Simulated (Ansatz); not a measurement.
TaN (P-6m2): elastic constants by finite strains

Method: PBEsol, PAW on Ansatz 0.2.0's default frozen-core files (fitted under PBE), scalar-relativistic.

The cell comes from a PAW relaxation under the same functional.

Command:

```sh
ansatz run input.yaml --threads 1 --pin off --max-ram 2560MiB --backend cpu --events-out ev --progress --plain --runs-dir out
```

input.yaml:

```yaml
crystal:
  lattice:
    - [2.92396494215, 0.0, 0.0]
    - [-1.46198247108, 2.53222791967, 0.0]
    - [0.0, 0.0, 2.87077647623]
  atoms:
    - { symbol: Ta, position: [0.0, 0.0, 0.5] }
    - { symbol: "N", position: [0.666666666667, 0.333333333333, 0.0] }
kpoints:
  mp_grid: { grid: [18, 18, 16] }
scf:
  occupations: { method: fermi_dirac, width: 0.05 }
hamiltonian:
  xc: pbesol
  pseudopotentials: { kind: paw }
elastic:
  mode: relaxed_ion
  stencil: four_point
  amplitude: 0.008
```

Output:

```
Warning: RAYON_NUM_THREADS=1 ignored (pool sized by the plan → 1); use --threads N
Engine: ansatz 0.2.0, x86_64-unknown-linux-gnu
Pseudopotentials: kind: paw
Pseudopotential: Ta, paw, valence charge 13, recommended cutoff 420 eV (normal), Ta.paw.azcp
Pseudopotential: N, paw, valence charge 5, recommended cutoff 420 eV (normal), N.paw.azcp
Functional definition: PBEsol
  exchange = pbesol_x
  correlation = pbesol_c
Crystal: 2 atoms, lattice volume = 21.256 Å³
Basis set: ecut = 420 eV, 405 PW (Γ), exchange–correlation on 40×40×40 points (8 copies of the dense FFT grid, shifted against one another)
Bands: 13, of which v1, the nominal top of the filled ones, is band 9 counted from 1 (8 counted from 0)
Symmetry: 12 space group operations
Space group: P-6m2 (ITA 187), of the structure as read, at distance tolerance 2.8e-5 Å
k-points: 333 of 5184 (time reversal used)
Non-local potential: Ta, projectors of the file, l = 0: 3, l = 1: 2, l = 2: 2, l = 3: 1
Non-local potential: N, projectors of the file, l = 0: 2, l = 1: 2, l = 2: 1
PAW form: soft (Blöchl's): semilocal exchange-correlation on the pseudo side does not see the compensation charge
[... 193 lines left out ...]
     1.600e-2      10.1753      -10187.6332807      11  202601    438   relax 3 steps, max|allowed force component| 3.22e-7 eV/Å
  strain η (Voigt 33):  stress-route row diagonal C_33 = 857.53 GPa, energy-path curvature d²(F+E_count+ΔE)/dδ²/Ω₀ = 857.52 GPa
    cells at ±δ against ±2δ: C33 857.90 and 859.00 GPa, apart by 0.13 % of the column's largest entry
         δ    σ_33 (GPa)             F (eV)   n_scf  n_hpsi   n_pw
    -1.600e-2     -14.4301      -10187.6291772       8   83960    426   relax 0 steps, max|allowed force component| 9.25e-17 eV/Å
    -8.000e-3      -7.0343      -10187.6405491       4   70615    429   relax 0 steps, max|allowed force component| 7.40e-17 eV/Å
     8.000e-3       6.6921      -10187.6406525       4   68864    433   relax 0 steps, max|allowed force component| 1.48e-16 eV/Å
     1.600e-2      13.0580      -10187.6301449       7   74471    435   relax 0 steps, max|allowed force component| 1.30e-16 eV/Å
  strain η (Voigt 23):  stress-route row diagonal C_44 = 255.51 GPa, energy-path curvature d²(F+E_count+ΔE)/dδ²/Ω₀ = 255.54 GPa
    cells at ±δ against ±2δ: C44 255.47 and 255.34 GPa, apart by 0.05 % of the column's largest entry
         δ    σ_23 (GPa)             F (eV)   n_scf  n_hpsi   n_pw
    -1.600e-2      -4.0854      -10187.6398998      11  340564    432   relax 3 steps, max|allowed force component| 3.69e-5 eV/Å
    -8.000e-3      -2.0437      -10187.6431605      11  340633    432   relax 3 steps, max|allowed force component| 1.15e-5 eV/Å
     8.000e-3       2.0437      -10187.6431605      11  340700    432   relax 3 steps, max|allowed force component| 7.77e-7 eV/Å
     1.600e-2       4.0854      -10187.6398998      11  340627    432   relax 3 steps, max|allowed force component| 4.61e-7 eV/Å
```

The run converged.

### Strained cells

Elastic constants of a crystal by Kohn-Sham DFT: slopes of the stress over finite engineering strains of the given cell, Voigt indices, Cartesian axes as in the input; stress of each strained cell less that at rest, tension positive.

| strain component | strain | stress xx (GPa) | stress yy (GPa) | stress zz (GPa) | stress yz (GPa) | stress xz (GPa) | stress xy (GPa) | relaxation steps |
| --- | --- | --- | --- | --- | --- | --- | --- | --- |
| xx | -0.016 | -11.4 | -3.586 | -2.682 | 0 | 0 | 0 | 3 |
| xx | -0.008 | -5.518 | -1.786 | -1.307 | 0 | 0 | 0 | 3 |
| xx | 0.008 | 5.202 | 1.739 | 1.242 | 0 | 0 | 0 | 3 |
| xx | 0.016 | 10.17 | 3.357 | 2.418 | 0 | 0 | 0 | 3 |
| zz | -0.016 | -2.713 | -2.713 | -14.43 | 0 | 0 | 0 | 0 |
| zz | -0.008 | -1.315 | -1.315 | -7.035 | 0 | 0 | 0 | 0 |
| zz | 0.008 | 1.234 | 1.234 | 6.691 | 0 | 0 | 0 | 0 |
| zz | 0.016 | 2.389 | 2.389 | 13.06 | 0 | 0 | 0 | 0 |
| yz | -0.016 | -0.0504 | -0.1413 | -0.1297 | -4.085 | 0 | 0 | 3 |
| yz | -0.008 | -0.0126 | -0.0353 | -0.0325 | -2.044 | 0 | 0 | 3 |
| yz | 0.008 | -0.0126 | -0.0353 | -0.0325 | 2.044 | 0 | 0 | 3 |
| yz | 0.016 | -0.0503 | -0.1413 | -0.1297 | 4.085 | 0 | 0 | 3 |

### Elastic moduli

Hill averages of a grain aggregate, Debye temperature from the mean sound speed over directions.

| Quantity | Value |
| --- | --- |
| Bulk modulus | 362.9 GPa |
| Shear modulus | 254.6 GPa |
| Young modulus | 619.1 GPa |
| Poisson ratio | 0.2157 |
| Bulk over shear modulus | 1.425 |
| Elastic anisotropy index | 0.1078 |
| Least young modulus | 581.3 GPa |
| Largest young modulus | 800.6 GPa |
| Longitudinal sound speed | 6791 m/s |
| Transverse sound speed | 4089 m/s |
| Elastic debye temperature | 610.7 K |
| Linear compressibility (x, y, z) | 0.9801, 0.9801, 0.8022 1/TPa |

Elastic constants:

| Quantity | Value |
| --- | --- |
| Pressure at rest | -0.001 GPa |
| Least elastic eigenvalue | 223.6 GPa |
| Elastically stable | yes |

| index | elastic (GPa) |
| --- | --- |
| 11 | 668.5 |
| 12 | 221.4 |
| 13 | 159.2 |
| 33 | 857.5 |
| 44 | 255.5 |

Caveats: frozen-core PAW files fitted under PBE, their cores solved anew for the functional of the run; responses of metals move with mesh and smearing; no spin-orbit coupling on heavy atoms; elastic stability says nothing of phonons or of other phases.

It took 10 min on 1 thread of Intel(R) Xeon(R) Platinum 8488C (Sapphire Rapids), on a shared host, peak memory 0.82 GiB.
